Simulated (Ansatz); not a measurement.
As2Pt:
```
CELL_PARAMETERS angstrom
      5.97956     0.00000     0.00000
      0.00000     5.97956     0.00000
      0.00000     0.00000     5.97956
ATOMIC_POSITIONS crystal
  Pt 0.00000 0.00000 0.00000
  Pt 0.50000 0.00000 0.50000
  Pt 0.50000 0.50000 0.00000
  Pt 0.00000 0.50000 0.50000
  As 0.38382 0.38382 0.38382
  As 0.11618 0.61618 0.88382
  As 0.88382 0.11618 0.61618
  As 0.61618 0.88382 0.11618
  As 0.61618 0.61618 0.61618
  As 0.88382 0.38382 0.11618
  As 0.11618 0.88382 0.38382
  As 0.38382 0.11618 0.88382
```

Relaxed with HSE06.

Problem. Give the Bader charges and basin volumes of the independent atoms, plane-wave PAW HSE06 (Ansatz code).

Solution. 

```csv
atom,Bader charge (e),Bader volume (Å³)
Pt1,-0.41,19.2
As5,+0.21,17.1
```

Space group Pa-3. Symmetry was held in the HSE06 relaxation. The run is not spin-polarised. Scalar-relativistic: spin–orbit coupling is off unless named, which matters more the heavier the elements.

Potentials: the later of the program's two PAW sets.
